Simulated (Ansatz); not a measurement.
**Ansatz 0.2.0, relaxation: AgAs**

The input file (Ansatz 0.2.0, plane waves):

```yaml
crystal:
  lattice:
    - [6.553608, 0.0, 0.0]
    - [0.0, 5.913062, 0.0]
    - [0.0, 0.0, 3.666796]
  atoms:
    - { symbol: Ag, position: [0.19, 0.01, 0.25] }
    - { symbol: Ag, position: [0.81, 0.99, 0.75] }
    - { symbol: Ag, position: [0.69, 0.49, 0.75] }
    - { symbol: Ag, position: [0.31, 0.51, 0.25] }
    - { symbol: As, position: [0.58, 0.2, 0.25] }
    - { symbol: As, position: [0.42, 0.8, 0.75] }
    - { symbol: As, position: [0.08, 0.3, 0.75] }
    - { symbol: As, position: [0.92, 0.7, 0.25] }
  symmetry: { tolerance: 0.0003 }
kpoints:
  mp_grid: { grid: [4, 4, 8], shift: [0, 0, 0] }
magnetization:
  spin_polarized: false
scf:
  occupations: { method: gaussian, width: 0.0227 }
  lower_state_search: "off"
hamiltonian:
  pseudopotentials: { kind: paw }
  xc: r2scan
basis:
  ecutwfc: 500
  fft_grid_basis: typed
relax:
  max_steps: 40
  cell: { p_target: 0.0 }
output:
  forces: true
  stress: true
  eigenvalues: true
  bader: true
  populations: true
  elf: true
  write_potential: true
  volumetric_format: npy
  dos:
    e_range: [-12, 8]
    de: 0.05
    projected: { site_lists: { Ag: [Ag], As: [As] } }
checkpoint:
  read: saved_state
```

Run with:

```bash
ansatz run input.yaml --threads 2 --pin off --max-ram 2560MiB --backend cpu --events-out ev --progress --plain --runs-dir out
```

Origin of the cell: a known structure type with other elements, at an estimated volume, so it need not be a known compound.

The saved state is a converged single point of the same cell.

Steps («new basis» is an SCF on plane waves selected anew at the same cell):

```csv
step,ΔF (meV/atom),max force component (eV/Å),P (GPa),volume (Å³),SCF iterations,step was
1,0.0,1.032,12.21,142.10,7,accepted
2,-99.1,0.456,0.48,155.99,7,accepted
3,-146.5,0.291,0.92,154.31,7,accepted
4,-150.5,0.641,3.01,154.05,7,accepted
5,-178.3,0.113,-0.86,160.13,9,accepted
6,-184.7,0.098,0.46,156.85,7,accepted
7,-186.2,0.089,0.23,158.46,7,accepted
8,-190.5,0.210,0.38,159.28,7,accepted
9,-190.9,0.182,0.91,159.19,10,accepted
10,-197.0,0.054,-0.20,159.13,8,accepted
11,-197.6,0.005,0.12,158.57,7,accepted
12,-197.6,0.012,-0.10,159.16,7,accepted
13,-197.6,0.003,-0.04,159.11,5,accepted
14,-197.6,0.006,0.01,159.09,5,accepted
15,-198.9,0.006,0.03,159.09,7,new basis
16,-198.9,0.001,0.00,159.13,5,accepted
17,-198.9,0.001,0.00,159.13,4,new basis
```

Step 1, with forces in eV/Å:

```xyz
8
Lattice="6.554 0.000 0.000 0.000 5.913 0.000 0.000 0.000 3.667" Properties=species:S:1:pos:R:3:forces:R:3 pbc="T T T" step=1
Ag    1.245    0.059    0.917    0.575    0.158    0.000
Ag    5.308    5.854    2.750   -0.575   -0.158    0.000
Ag    4.522    2.897    2.750    0.575   -0.158    0.000
Ag    2.032    3.016    0.917   -0.575    0.158    0.000
As    3.801    1.183    0.917   -0.265   -1.032    0.000
As    2.753    4.730    2.750    0.265    1.032    0.000
As    0.524    1.774    2.750   -0.265    1.032    0.000
As    6.029    4.139    0.917    0.265   -1.032    0.000
```

Step 2, with forces in eV/Å:

```xyz
8
Lattice="6.752 0.000 0.000 0.000 6.008 0.000 0.000 0.000 3.845" Properties=species:S:1:pos:R:3:forces:R:3 pbc="T T T" step=2
Ag    1.312    0.086    0.961    0.213    0.050    0.000
Ag    5.440    5.922    2.884   -0.213   -0.050    0.000
Ag    4.687    2.918    2.884    0.213   -0.050    0.000
Ag    2.064    3.091    0.961   -0.213    0.050    0.000
As    3.885    1.145    0.961   -0.220   -0.456    0.000
As    2.867    4.863    2.884    0.220    0.456    0.000
As    0.509    1.859    2.884   -0.220    0.456    0.000
As    6.242    4.149    0.961    0.220   -0.456    0.000
```

Step 3, with forces in eV/Å:

```xyz
8
Lattice="6.862 0.000 0.000 0.000 5.732 0.000 0.000 0.000 3.923" Properties=species:S:1:pos:R:3:forces:R:3 pbc="T T T" step=3
Ag    1.255    0.138    0.981   -0.086   -0.193    0.000
Ag    5.607    5.594    2.942    0.086    0.193    0.000
Ag    4.686    2.728    2.942   -0.086    0.193    0.000
Ag    2.176    3.004    0.981    0.086   -0.193    0.000
As    3.897    0.909    0.981   -0.291   -0.262    0.000
As    2.964    4.823    2.942    0.291    0.262    0.000
As    0.466    1.957    2.942   -0.291    0.262    0.000
As    6.395    3.776    0.981    0.291   -0.262    0.000
```

Step 4, with forces in eV/Å:

```xyz
8
Lattice="7.060 0.000 0.000 0.000 5.614 0.000 0.000 0.000 3.887" Properties=species:S:1:pos:R:3:forces:R:3 pbc="T T T" step=4
Ag    1.214    0.147    0.972   -0.275   -0.321    0.000
Ag    5.846    5.467    2.915    0.275    0.321    0.000
Ag    4.744    2.660    2.915   -0.275    0.321    0.000
Ag    2.316    2.954    0.972    0.275   -0.321    0.000
As    3.909    0.732    0.972    0.152    0.641    0.000
As    3.151    4.883    2.915   -0.152   -0.641    0.000
As    0.379    2.076    2.915    0.152   -0.641    0.000
As    6.681    3.539    0.972   -0.152    0.641    0.000
```

Step 5, with forces in eV/Å:

```xyz
8
Lattice="7.135 0.000 0.000 0.000 5.823 0.000 0.000 0.000 3.854" Properties=species:S:1:pos:R:3:forces:R:3 pbc="T T T" step=5
Ag    1.212    0.044    0.963   -0.003   -0.113    0.000
Ag    5.923    5.779    2.890    0.003    0.113    0.000
Ag    4.779    2.868    2.890   -0.003    0.113    0.000
Ag    2.356    2.956    0.963    0.003   -0.113    0.000
As    3.926    0.824    0.963    0.024   -0.072    0.000
As    3.209    4.999    2.890   -0.024    0.072    0.000
As    0.359    2.087    2.890    0.024    0.072    0.000
As    6.776    3.736    0.963   -0.024   -0.072    0.000
```

Step 6, with forces in eV/Å:

```xyz
8
Lattice="7.214 0.000 0.000 0.000 5.872 0.000 0.000 0.000 3.703" Properties=species:S:1:pos:R:3:forces:R:3 pbc="T T T" step=6
Ag    1.234   -0.023    0.926   -0.072   -0.034    0.000
Ag    5.980    5.895    2.777    0.072    0.034    0.000
Ag    4.841    2.959    2.777   -0.072    0.034    0.000
Ag    2.373    2.913    0.926    0.072   -0.034    0.000
As    3.988    0.835    0.926   -0.054   -0.098    0.000
As    3.226    5.036    2.777    0.054    0.098    0.000
As    0.381    2.101    2.777   -0.054    0.098    0.000
As    6.833    3.771    0.926    0.054   -0.098    0.000
```

Step 7, with forces in eV/Å:

```xyz
8
Lattice="7.284 0.000 0.000 0.000 5.820 0.000 0.000 0.000 3.738" Properties=species:S:1:pos:R:3:forces:R:3 pbc="T T T" step=7
Ag    1.214   -0.084    0.934   -0.089   -0.003    0.000
Ag    6.070    5.904    2.803    0.089    0.003    0.000
Ag    4.856    2.994    2.803   -0.089    0.003    0.000
Ag    2.428    2.826    0.934    0.089   -0.003    0.000
As    4.055    0.785    0.934    0.022    0.067    0.000
As    3.229    5.035    2.803   -0.022   -0.067    0.000
As    0.413    2.125    2.803    0.022   -0.067    0.000
As    6.871    3.695    0.934   -0.022    0.067    0.000
```

Step 8, with forces in eV/Å:

```xyz
8
Lattice="7.434 0.000 0.000 0.000 5.848 0.000 0.000 0.000 3.664" Properties=species:S:1:pos:R:3:forces:R:3 pbc="T T T" step=8
Ag    1.188   -0.155    0.916   -0.010    0.060    0.000
Ag    6.245    6.002    2.748    0.010   -0.060    0.000
Ag    4.905    3.078    2.748   -0.010   -0.060    0.000
Ag    2.528    2.769    0.916    0.010    0.060    0.000
As    4.149    0.760    0.916    0.210    0.068    0.000
As    3.285    5.088    2.748   -0.210   -0.068    0.000
As    0.432    2.164    2.748    0.210   -0.068    0.000
As    7.002    3.684    0.916   -0.210    0.068    0.000
```

Step 9, with forces in eV/Å:

```xyz
8
Lattice="7.759 0.000 0.000 0.000 5.874 0.000 0.000 0.000 3.493" Properties=species:S:1:pos:R:3:forces:R:3 pbc="T T T" step=9
Ag    1.110   -0.300    0.873    0.176    0.182    0.000
Ag    6.649    6.174    2.620   -0.176   -0.182    0.000
Ag    4.990    3.237    2.620    0.176   -0.182    0.000
Ag    2.769    2.637    0.873   -0.176    0.182    0.000
As    4.433    0.687    0.873    0.159   -0.014    0.000
As    3.326    5.186    2.620   -0.159    0.014    0.000
As    0.554    2.249    2.620    0.159    0.014    0.000
As    7.206    3.624    0.873   -0.159   -0.014    0.000
```

Step 10, with forces in eV/Å:

```xyz
8
Lattice="7.552 0.000 0.000 0.000 5.888 0.000 0.000 0.000 3.579" Properties=species:S:1:pos:R:3:forces:R:3 pbc="T T T" step=10
Ag    1.154   -0.177    0.895   -0.020    0.004    0.000
Ag    6.397    6.065    2.684    0.020   -0.004    0.000
Ag    4.930    3.121    2.684   -0.020   -0.004    0.000
Ag    2.621    2.767    0.895    0.020    0.004    0.000
As    4.276    0.742    0.895    0.012   -0.054    0.000
As    3.276    5.146    2.684   -0.012    0.054    0.000
As    0.500    2.202    2.684    0.012    0.054    0.000
As    7.051    3.687    0.895   -0.012   -0.054    0.000
```

Step 11, with forces in eV/Å:

```xyz
8
Lattice="7.568 0.000 0.000 0.000 5.900 0.000 0.000 0.000 3.552" Properties=species:S:1:pos:R:3:forces:R:3 pbc="T T T" step=11
Ag    1.135   -0.187    0.888    0.000   -0.005    0.000
Ag    6.432    6.086    2.664    0.000    0.005    0.000
Ag    4.919    3.136    2.664    0.000    0.005    0.000
Ag    2.649    2.763    0.888    0.000   -0.005    0.000
As    4.301    0.728    0.888    0.002    0.001    0.000
As    3.266    5.172    2.664   -0.002   -0.001    0.000
As    0.518    2.222    2.664    0.002   -0.001    0.000
As    7.050    3.678    0.888   -0.002    0.001    0.000
```

Step 12, with forces in eV/Å:

```xyz
8
Lattice="7.574 0.000 0.000 0.000 5.915 0.000 0.000 0.000 3.553" Properties=species:S:1:pos:R:3:forces:R:3 pbc="T T T" step=12
Ag    1.133   -0.195    0.888    0.001   -0.003    0.000
Ag    6.441    6.109    2.665   -0.001    0.003    0.000
Ag    4.919    3.152    2.665    0.001    0.003    0.000
Ag    2.654    2.763    0.888   -0.001   -0.003    0.000
As    4.307    0.727    0.888   -0.012   -0.004    0.000
As    3.267    5.188    2.665    0.012    0.004    0.000
As    0.520    2.231    2.665   -0.012    0.004    0.000
As    7.054    3.684    0.888    0.012   -0.004    0.000
```

Step 17, with forces in eV/Å:

```xyz
8
Lattice="7.562 0.000 0.000 0.000 5.927 0.000 0.000 0.000 3.551" Properties=species:S:1:pos:R:3:forces:R:3 pbc="T T T" step=17
Ag    1.132   -0.198    0.888   -0.001    0.000    0.000
Ag    6.429    6.124    2.663    0.001    0.000    0.000
Ag    4.913    3.161    2.663   -0.001    0.000    0.000
Ag    2.649    2.765    0.888    0.001    0.000    0.000
As    4.297    0.729    0.888   -0.001   -0.001    0.000
As    3.265    5.198    2.663    0.001    0.001    0.000
As    0.516    2.235    2.663   -0.001    0.001    0.000
As    7.045    3.692    0.888    0.001   -0.001    0.000
```

```
Free energy lowered by                                                                 : 198.9 meV/atom
Volume change                                                                          : 11.99 %
Final pressure                                                                         : 0.00 GPa
Relaxation steps listed                                                                : 17
Formation energy (elements under the same functional, gases as molecules, uncorrected) : 0.194 eV/atom
Gap on the mesh                                                                        : none (metal)
```

Caveats: no dispersion correction, so spacings can come out too large where layers or molecules are weakly bound; the relaxation held the start's symmetry, so the end may be a saddle point.

The run took 24 min on 2 threads of Arm Neoverse N1 (shared host), peak memory 1.1 GiB, from a saved density.
